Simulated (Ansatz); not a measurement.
**Phonon dispersion of CrSi₆Mo₂**

Computed with DFT PBE, scalar-relativistic, plane waves, PAW (Ansatz). Cutoff 420 eV, 10×10×6 k-points (Γ-centred), Gaussian smearing of 0.01 eV. No spin polarisation. Phonons by linear response, acoustic sum rule imposed.

Relaxed structure:
```xyz
9
Lattice="2.2690 -3.9665 0.0000 2.2690 3.9665 0.0000 0.0000 0.0000 6.5238" Properties=species:S:1:pos:R:3 pbc="T T T"
Cr    2.2690    0.0000    3.2619
Si    1.1357    0.6413    1.1239
Si    2.2690   -2.6806    3.2619
Si    1.1357   -0.6413    5.4000
Si    3.4023   -0.6413    1.1239
Si    2.2690    2.6806    3.2619
Si    3.4023    0.6413    5.4000
Mo    1.1345    1.9833    5.4257
Mo    1.1345   -1.9833    1.0981
```

The cell was found from a structure generator's guess, not taken from experiment. Some empty bands missed the eigensolver's threshold. The q mesh is coarse, so values between its points are rough.

Force constants from linear response on a 2×2×1 q mesh.

(1) Is the structure dynamically stable on this mesh?

(2) Give the frequencies (cm⁻¹; i marks imaginary ones) at the irreducible q points, in fractions of the reciprocal vectors, the Γ row without the LO field.

## Answers

(1) Yes, on this mesh: no mode is imaginary.

(2)
```
                  q  star                                                                                                  frequencies
  0.000 0.000 0.000     1        0 0 0 185 204 207 219 241 250 252 257 269 271 291 298 299 325 339 340 344 361 390 391 394 399 410 444
 0.000 -0.500 0.000     2  154 170 185 190 199 208 229 241 249 253 263 269 274 275 291 299 301 306 340 345 363 374 380 382 399 449 460
-0.500 -0.500 0.000     1  157 158 169 186 200 216 243 248 254 255 256 272 274 280 285 287 301 304 333 342 358 369 384 411 422 430 446
```
